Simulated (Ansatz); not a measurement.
The calculation used Ansatz, DFT, BLYP, plane waves (420 eV) with PAW, scalar-relativistic. The PAW files were generated under PBE, with cores re-solved for the functional.

An element in the diamond structure gives this curve. The cell is scaled uniformly from the relaxed one, with fractional coordinates and shape fixed. Energies are extrapolated to zero smearing, pressures are those at the given smearing. Magnetic state: spin not included.

```csv
V (Å³/atom),E − E₀ (meV/atom),P (GPa)
45.347,74.7,4.26
47.408,31.0,2.53
49.469,7.5,1.14
51.531,0.0,0.02
53.592,5.5,-0.87
55.653,21.4,-1.59
57.714,45.7,-2.17
```

Question: Which element is it?
A. bismuth
B. magnesium
C. hafnium
D. lead

Answer: A. Its fit is V₀ = 51.61 Å³/atom, B₀ = 25 GPa, B₀′ = 4.4.
